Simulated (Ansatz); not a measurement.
Input and command of a calculation in Ansatz (plane waves; scalar-relativistic PAW potentials unless the input names others):

```yaml
crystal:
  lattice:
    - [3.2962617557, 0.0, 0.0]
    - [-1.6481308778, 2.854646418, 0.0]
    - [0.0, 0.0, 6.6534135039]
  atoms:
    - { symbol: "Y", position: [0.3333333333, 0.6666666667, 0.25] }
    - { symbol: "Y", position: [0.6666666667, 0.3333333333, 0.75] }
basis:
  ecutwfc: "200 eV"
kpoints:
  mp_grid: { grid: [30, 30, 15] }
hamiltonian:
  xc: pbesol
scf:
  occupations: { method: gaussian, width: 0.15 }
output:
  forces: true
  eigenvalues: true
  stress: true
accuracy: medium
```

```bash
ansatz run input.yaml --threads 1 --pin off --max-ram 2560MiB --backend cpu --events-out ev --progress --plain --runs-dir out
```

Abridged log:
```
Warning: basis.ecutwfc = 200 eV is below the records' recommended 420 eV, and the density's cutoff is lower with it unless basis.ecutrho_ratio is high enough to keep the records' density cutoff: compare with a run at a higher cutoff
Pseudopotentials: kind: paw
Pseudopotential: Y, paw, valence charge 11, recommended cutoff 420 eV (normal)
Functional definition: PBEsol
Crystal: 2 atoms, lattice volume = 62.606 Å³
Basis set: ecut = 200 eV, 411 PW (Γ), exchange–correlation on 32×32×64 points (8 copies of the dense FFT grid, shifted against one another)
Bands: 15, of which v1, the nominal top of the filled ones, is band 11 counted from 1 (10 counted from 0)
Symmetry: 24 space group operations
Space group: P63/mmc (ITA 194), of the structure as read, at distance tolerance 4.0e-5 Å
k-points: 728 of 13500
Initial density: superposition of atomic densities (neutral atoms: chi_scale 0, normalization atom), corrected by the library's trained network
Initial wavefunctions: pseudopotential atomic-orbital guess
Functional: x = pbesol(κ = 0.804, μ = 0.12345679), c = pbesol(β = 0.046)
SCF iter   1: F=—  HF=-7588.404212 eV  |F-HF|=—  |Δ(HF+E_count)|=         —  Δρ=1.69e-2  dr2=9.05e-2  ethr=1.77e-3  ⟨swp⟩=4.6  Hψ=46700  notcnv=0
SCF iter   2: F=—  HF=-7588.372596 eV  |F-HF|=—  |Δ(HF+E_count)|=   3.16e-2  Δρ=8.35e-3  dr2=2.21e-2  ethr=4.11e-4  ⟨swp⟩=2.0  Hψ=22753  notcnv=0
SCF iter   3: F=—  HF=-7588.364344 eV  |F-HF|=—  |Δ(HF+E_count)|=   8.25e-3  Δρ=6.75e-4  dr2=3.10e-4  ethr=1.00e-4  ⟨swp⟩=2.0  Hψ=18431  notcnv=0
SCF iter   4: F=—  HF=-7588.364404 eV  |F-HF|=—  |Δ(HF+E_count)|=   5.93e-5  Δρ=1.71e-4  dr2=1.83e-5  ethr=1.41e-6  ⟨swp⟩=2.3  Hψ=18593  notcnv=0
SCF iter   5: F=—  HF=-7588.364539 eV  |F-HF|=—  |Δ(HF+E_count)|=   1.35e-4  Δρ=4.01e-5  dr2=9.66e-7  ethr=8.32e-8  ⟨swp⟩=2.9  Hψ=18812  notcnv=0
SCF iter   6: F=-7588.364539 eV  HF=-7588.364539 eV  |F-HF|=2.75e-9  |Δ(HF+E_count)|=   1.92e-7  Δρ=5.68e-6  dr2=1.56e-8  ethr=4.55e-10  ⟨swp⟩=5.0  Hψ=43541  notcnv=0
SCF 1 converged in 6 iterations: F = -7588.364539 eV  dr2 = 1.56e-8
SCF converged after 6 iterations
Free energy (F): -7588.364539 eV
Harris-Foulkes:  -7588.364539 eV  (|F-HF|=2.75e-9)
Internal energy: -7588.327310 eV  (E = F + TS)
E sigma→0 (E₀):  -7588.345924 eV
Entropy (-TS):   -0.037229 eV (-18.614 meV/atom)
Fermi energy:    9.770242 eV
--- Forces (eV/Å), atoms counted from 1 ---
  atom   1  Y      0.00000000     0.00000000     0.00000000
  atom   2  Y      0.00000000     0.00000000     0.00000000
--- Stress (GPa, compression-positive) ---
        5.200342       0.000000       0.000000
        0.000000       5.200342       0.000000
        0.000000       0.000000      -8.536086
  P = ⅓ Tr σ = 0.6215 GPa (6.215 kbar)
```

Apart from outputs and empty bands, the input differs from a reference run on usual settings in kpoints.mp_grid.grid: [24, 24, 12] → [30, 30, 15]; accuracy: not typed → "medium"; basis.ecutwfc: 420 → "200 eV". The reference, at the same geometry (not necessarily relaxed), gave pressure 0.80 GPa, largest force 0.000 eV/Å, no gap on the mesh. This run converged in 6 SCF iterations (reference: 6) with an energy at zero smearing 675 meV/atom above the reference's, pressure 0.62 GPa, largest force 0.000 eV/Å, no gap on the mesh. Its cutoff is looser than usual, and the result moved.

The run took 9.3 s on 1 thread of Arm Neoverse V2, with other jobs on the host, peak memory 0.46 GiB.